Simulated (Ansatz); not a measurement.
## What DFT gives for Sb$_{2}$AsS$_{2}$

```yaml
crystal:
  lattice:
    - [5.30861, 1.95505, 0.00000]
    - [5.30861, -1.95505, 0.00000]
    - [5.26203, 0.00000, -11.15710]
  atoms:
    - { symbol: Sb, position: [0.95480, 0.95480, 0.82450] }
    - { symbol: Sb, position: [0.04520, 0.04520, 0.17550] }
    - { symbol: Sb, position: [0.81190, 0.81190, 0.60210] }
    - { symbol: Sb, position: [0.18810, 0.18810, 0.39790] }
    - { symbol: As, position: [0.39420, 0.39420, 0.98440] }
    - { symbol: As, position: [0.60580, 0.60580, 0.01560] }
    - { symbol: S, position: [0.21140, 0.21140, 0.76240] }
    - { symbol: S, position: [0.78860, 0.78860, 0.23760] }
    - { symbol: S, position: [0.59370, 0.59370, 0.59160] }
    - { symbol: S, position: [0.40630, 0.40630, 0.40840] }
```

Level: r2SCAN, no spin polarisation; 500 eV; 7×7×3 Γ-centred mesh; fermi-dirac occupations (width 0.1 eV); Ansatz 0.2.0, fixed geometry.

(1) Is the cell too large or too small?

(2) Is it stable against the elements?

(3) Describe some of the short contacts.

(4) Metal or insulator? Give the gap.

Origin: a database entry at a rescaled volume. Caveats: no spin-orbit coupling, which can shift this gap by tenths of an eV; the mesh misses a band edge that the path finds.

## Answers

(1) The pressure is 4.1 GPa (compression positive), so with the atoms held at these fractions the cell would first expand; the forces are large, so a full relaxation may end otherwise. The principal stresses 2.2, 4.2, 5.8 GPa differ, so its shape would change too.

(2) -0.17 eV an atom against the elements' usual phases (free molecules for gases, crystals otherwise, with no correction for O₂ or N₂), so it is bound against them; other compounds may still compete. Relaxing would lower it.

(3) Sb–S at 2.37 Å: least valence density 0.65 e/Å³ and ELF 0.54 there. As–As at 2.44 Å: least valence density 0.57 e/Å³ and ELF 0.76 there, a shared, covalent-like contact. Sb–As at 2.65 Å: least valence density 0.47 e/Å³ and ELF 0.72 there, a shared, covalent-like contact. These are pseudo-fields; inside the PAW spheres they differ from the all-electron ones.

(4) The gap is 0.31 eV, indirect (the least direct gap found is 0.43 eV).
